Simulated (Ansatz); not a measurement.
Input and command of a calculation in Ansatz (plane waves; scalar-relativistic PAW potentials unless the input names others):

```yaml
crystal:
  lattice:
    - [8.0732589005, 0.0, 0.0]
    - [0.0, 3.0577598698, 0.0]
    - [0.0, 0.0, 5.6107120187]
  atoms:
    - { symbol: Be, position: [0.8908339408, 0.25, 0.4317708381] }
    - { symbol: Be, position: [0.6091660592, 0.75, 0.9317708381] }
    - { symbol: Be, position: [0.3908339408, 0.25, 0.0682291619] }
    - { symbol: Be, position: [0.1091660592, 0.75, 0.5682291619] }
    - { symbol: Cl, position: [0.1846007552, 0.25, 0.8310791507] }
    - { symbol: Cl, position: [0.3153992448, 0.75, 0.3310791507] }
    - { symbol: Cl, position: [0.6846007552, 0.25, 0.6689208493] }
    - { symbol: Cl, position: [0.8153992448, 0.75, 0.1689208493] }
basis:
  ecutwfc: 420
kpoints:
  mp_grid: { grid: [6, 12, 8], shift: [0.5, 0.5, 0.5] }
hamiltonian:
  xc: pbe
scf:
  occupations: { method: methfessel_paxton, width: 0.001 }
output:
  forces: true
  eigenvalues: true
  stress: true
```

```bash
ansatz run input.yaml --threads 1 --pin off --max-ram 2560MiB --backend cpu --events-out ev --progress --plain --runs-dir out
```

Abridged log:
```
Basis set: ecut = 420 eV, 2711 PW (Γ), exchange–correlation on 108×48×80 points (8 copies of the dense FFT grid, shifted against one another)
Bands: 26, of which v1, the nominal top of the filled ones, is band 18 counted from 1 (17 counted from 0)
Symmetry: 8 space group operations
k-points: 72 of 576
SCF iter   1: F=—  HF=-4692.337900 eV  |F-HF|=—  |Δ(HF+E_count)|=         —  Δρ=3.45e-3  dr2=1.48e-2  ethr=1.77e-3  ⟨swp⟩=8.3  Hψ=11184  notcnv=0
SCF iter   2: F=—  HF=-4692.334694 eV  |F-HF|=—  |Δ(HF+E_count)|=   3.21e-3  S|Δr|=    0.00e0  Δρ=1.41e-3  dr2=1.48e-3  ethr=4.10e-5  ⟨swp⟩=2.9  Hψ=3886  notcnv=0  defer=239
SCF iter   3: F=—  HF=-4692.334984 eV  |F-HF|=—  |Δ(HF+E_count)|=   2.90e-4  S|Δr|=    0.00e0  Δρ=4.48e-4  dr2=1.65e-4  ethr=4.12e-6  ⟨swp⟩=2.8  Hψ=3201  notcnv=0  defer=167
automatic band count: iteration 3 solves 25 bands in place of 26: the levels show a gap, and the empty bands left out lie too high to hold charge; the band table lists the bands solved (type scf.n_extra_bands for more)
SCF iter   4: F=—  HF=-4692.335080 eV  |F-HF|=—  |Δ(HF+E_count)|=   9.61e-5  S|Δr|=    0.00e0  Δρ=7.94e-5  dr2=7.23e-6  ethr=4.57e-7  ⟨swp⟩=2.0  Hψ=2922  notcnv=0  defer=167
SCF iter   5: F=—  HF=-4692.335286 eV  |F-HF|=—  |Δ(HF+E_count)|=   2.06e-4  S|Δr|=    0.00e0  Δρ=2.16e-5  dr2=5.38e-7  ethr=2.01e-8  ⟨swp⟩=2.0  Hψ=2978  notcnv=0  defer=167
SCF iter   6: F=-4692.335286 eV  HF=-4692.335286 eV  |F-HF|=1.29e-8  |Δ(HF+E_count)|=   4.30e-7  S|Δr|=    0.00e0  Δρ=4.09e-6  dr2=1.39e-8  ethr=2.78e-10  ⟨swp⟩=9.8  Hψ=8356  notcnv=0
SCF 1 converged in 6 iterations: F = -4692.335286 eV  dr2 = 1.39e-8
SCF converged after 6 iterations
Stability not checked: this state was not tested for a lower state beside it, because cold or Methfessel-Paxton smearing, or corrected tetrahedra, fill the levels in a way that the test cannot read (fill_not_monotonic; see scf.lower_state_search)
Free energy (F): -4692.335286 eV
Harris-Foulkes:  -4692.335286 eV  (|F-HF|=1.29e-8)
Internal energy: -4692.335286 eV  (E = F + TS)
E sigma→0 (E₀):  -4692.335286 eV
Fermi energy:    5.220910 eV
Step filling:    the computed levels leave a gap of 0.2415 eV = 241.5 smearing widths at the electron count; against every level under it full and every level over it empty, smearing changes F+E_penalty+E_count by +0.00e0 meV and its σ→0 estimate by +0.00e0 meV
--- Forces (eV/Å), atoms counted from 1 ---
  atom   1  Be     0.01987581     0.00000000    -0.00663270
  atom   2  Be    -0.01987581     0.00000000    -0.00663270
  atom   3  Be     0.01987581     0.00000000     0.00663270
  atom   4  Be    -0.01987581     0.00000000     0.00663270
  atom   5  Cl    -0.00000735     0.00000000    -0.00360319
  atom   6  Cl     0.00000735     0.00000000    -0.00360319
  atom   7  Cl    -0.00000735     0.00000000     0.00360319
  atom   8  Cl     0.00000735     0.00000000     0.00360319
--- Stress (GPa, compression-positive) ---
        0.177948       0.000000       0.000000
        0.000000      -0.043061       0.000000
        0.000000       0.000000       0.056982
  P = ⅓ Tr σ = 0.0640 GPa (0.640 kbar)
```

Apart from outputs, empty bands and the relaxation, which only the reference makes, the input differs from a reference run on usual settings in kpoints.mp_grid.shift: not typed → [0.5, 0.5, 0.5]; scf.occupations.method: "gaussian" → "methfessel_paxton"; scf.occupations.width: 0.1 → 0.001. The reference, at the same geometry, ended its own course with pressure 0.01 GPa, largest force 0.004 eV/Å, no gap on the mesh. This run converged in 6 SCF iterations with an energy at zero smearing 1.06 meV/atom below the reference's, pressure 0.06 GPa, largest force 0.021 eV/Å, gap on the mesh 0.24 eV. Its k mesh, for so narrow a smearing in a metal, is looser than usual, and the result moved.

The run took 14 s on 1 thread of Intel(R) Xeon(R) Platinum 8488C (Sapphire Rapids), on a shared host, peak memory 0.51 GiB.